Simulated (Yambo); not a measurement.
```
CELL_PARAMETERS angstrom
      0.00000     4.42231     4.42231
      4.42231     0.00000     4.42231
      4.42231     4.42231     0.00000
ATOMIC_POSITIONS crystal
  F  0.79516 0.20484 0.20484
  F  0.20484 0.79516 0.79516
  F  0.20484 0.79516 0.20484
  F  0.79516 0.20484 0.79516
  F  0.20484 0.20484 0.79516
  F  0.79516 0.79516 0.20484
  Al 0.00000 0.00000 0.00000
  Rb 0.75000 0.75000 0.75000
  Rb 0.25000 0.25000 0.25000
  Rb 0.50000 0.50000 0.50000
```

Response from Yambo on PBEsol (pw.x of Quantum ESPRESSO, ONCV potentials, scalar-relativistic) bands: 4×4×4 mesh, 137 bands, 3 Ry local-field block, 0.2 eV broadening.

Give the static electronic dielectric constant without and with local fields.


```
field along  ε(0), independent particles  ε(0), RPA with local fields  refractive index √ε
-----------  ---------------------------  ---------------------------  -------------------
x                                   2.19                         2.00                 1.41
```
Electronic (clamped-ion) response only. PBEsol gaps are usually too small, which raises these values. Convergence of the RPA response with its 4×4×4 mesh was not tested.

Geometry of the Materials Project entry, not relaxed at this level.

The structure is a Materials Project entry; no match was found in the copy of COD used, and its stability was not checked.
